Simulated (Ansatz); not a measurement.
GaSb:
```cif
data_GaSb
_chemical_formula_sum 'Ga1 Sb1'
_space_group_name_H-M_alt 'P 1'
_space_group_IT_number 1
_cell_length_a 3.53622
_cell_length_b 3.53622
_cell_length_c 3.53622
_cell_angle_alpha 90.000
_cell_angle_beta 90.000
_cell_angle_gamma 90.000
loop_
_space_group_symop_operation_xyz
  'x, y, z'
loop_
_atom_site_label
_atom_site_type_symbol
_atom_site_fract_x
_atom_site_fract_y
_atom_site_fract_z
_atom_site_occupancy
Ga1 Ga 0.00000 0.00000 0.00000 1
Sb1 Sb 0.50000 0.50000 0.50000 1
```

Relaxed with PBEsol.

Problem. Decompose the optical modes at the zone centre into irreducible representations, and say which are infrared and Raman allowed.

Solution. Point group m-3m: Γ_opt = T1u. Infrared: T1u. Raman: none.

Problem. Assign frequencies (DFPT, PBEsol in the plane-wave PAW code Ansatz).

Solution. T1u 97 cm⁻¹.

Space group Pm-3m (CsCl type). The cell is a constructed one: a structure type filled with these elements; neither database checked (COD, Materials Project) lists it. It is not the phase usual at ambient conditions (space group No. 216). Symmetry was held in the PBEsol relaxation. At this level the phase is mechanically unstable. As this level gives no gap, phonon frequencies hold no LO–TO term and depend on the k-mesh and smearing (Fermi–Dirac, 0.1 eV here). Spin–orbit coupling is left out wherever it is not named.

Potentials: the later of the program's two PAW sets.
